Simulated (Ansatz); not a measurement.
Mg2Sn:
```
Mg2Sn
1.0
    2.14955    -7.01648     0.00000
    2.14955     7.01648     0.00000
    0.00000     0.00000     4.50622
Mg Sn
4 2
Cartesian
  2.14955   1.09949   1.12655
  2.14955  -1.09949   3.37966
  2.14955  -3.53300   1.12655
  2.14955   3.53300   3.37966
  2.14955   5.64017   1.12655
  2.14955  -5.64017   3.37966
```

This is the PBEsol-relaxed structure.

### Question
All from DFT-PBEsol in the program Ansatz with PAW potentials, unless another level is named. Give the highest zone-centre frequency.

### Answer
7.30 THz.

### Question
Predict the bulk modulus (Birch–Murnaghan fit).

### Answer
45.5 GPa.

Space group Cmcm. The first step of the workflow began from a Materials Project structure, measured or hypothetical; the Crystallography Open Database copy checked does not list it. COD files the formula under space group No. 225, 227, so this cell is another polymorph or a model. With Mg and Sn taken as one species the cell has the higher symmetry Cmcm, so it may be an ordered model of a mixed-site phase. Its standing as an ambient phase is unchecked. The PBEsol relaxation kept the symmetry of its start; of distortions, only those at the zone centre were tested. As this level gives no gap, phonon frequencies hold no LO–TO term and depend on the k-mesh and smearing (Fermi–Dirac, 0.1 eV here). Spin–orbit coupling is left out wherever it is not named.

Potentials: the later of the program's two PAW sets.
